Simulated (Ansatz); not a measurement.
GeMo in space group I4_1md (No. 109; Mo on 4a, Ge on 4a) at seven volumes, plane-wave PAW PBE (Ansatz code), shape and atoms relaxed at each. One row is withheld.

| V (Å³/atom) | P (GPa) |
|---|---|
| 14.780 | 20.41 |
| 15.267 | ? |
| 15.754 | 5.74 |
| 16.241 | 0.00 |
| 16.729 | -4.88 |
| 17.216 | -9.01 |
| 17.703 | -12.51 |

Problem. Fit the shown pressures and predict the withheld one.

Solution. P = (3/2)B₀(x^(7/2) − x^(5/2))[1 + (3/4)(B′ − 4)(x − 1)] with x = (V₀/V)^(2/3). Least squares on the six rows gives V₀ = 16.241 Å³/atom, B₀ = 176 GPa, B′ = 4.42. At V = 15.267, x = 1.0421 and P = 12.48 GPa. The run itself gave 12.48 GPa.

The cell is a constructed one: a structure type filled with these elements; neither database checked (COD, Materials Project) lists it. Its standing as an ambient phase is unchecked. Symmetry was held in the PBE relaxation; whether a distortion lowers the energy is not shown. No spin polarisation was allowed.

Potentials: the later of the program's two PAW sets.
